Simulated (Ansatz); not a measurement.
Ge:
```xyz
2
Lattice="-2.5350 2.5350 1.3920 2.5350 -2.5350 1.3920 2.5350 2.5350 -1.3920" Properties=species:S:1:pos:R:3 pbc="T T T"
Ge     2.5350     0.0000     0.6960
Ge     0.0000     0.0000     1.3920
```

Relaxed with LDA. Special points in fractions of this cell's reciprocal vectors: Γ (0.000, 0.000, 0.000); X (0.000, 0.000, 0.500); M (-0.500, 0.500, 0.500); Z (0.325, 0.325, -0.325); Z0 (-0.325, 0.675, 0.325); P (0.250, 0.250, 0.250); N (0.000, 0.500, 0.000).

List the band energies nearest the Fermi level at these points for the program Ansatz at the LDA level (PAW).

In eV from the Fermi level; about four levels below and three above (degenerate sets whole), none deeper than 8.9 eV; points with the same levels are listed once.

```csv
k,below,above
Γ,-3.89 -2.34 -2.34,3.38 7.89 7.89
X,–,0.71 0.71 2.12 2.12
M,-6.05 -6.05,6.05 6.05 11.47 11.47
Z,-6.55 -3.88 -3.77 -3.77,4.08 6.84 6.84
P,-7.03 -7.03 -4.45 -4.45,4.39 4.39 5.07 5.07
N,-6.55 -2.60 -2.01 -1.44,2.50 3.69 5.72
```

Space group I4_1/amd (β-Sn type). This is a known high-pressure phase of the composition, computed here at zero pressure and temperature. Symmetry was held in the LDA relaxation; of distortions, only those at the zone centre were tested. Spin–orbit coupling is left out wherever it is not named.

Potentials: the later of the program's two PAW sets.
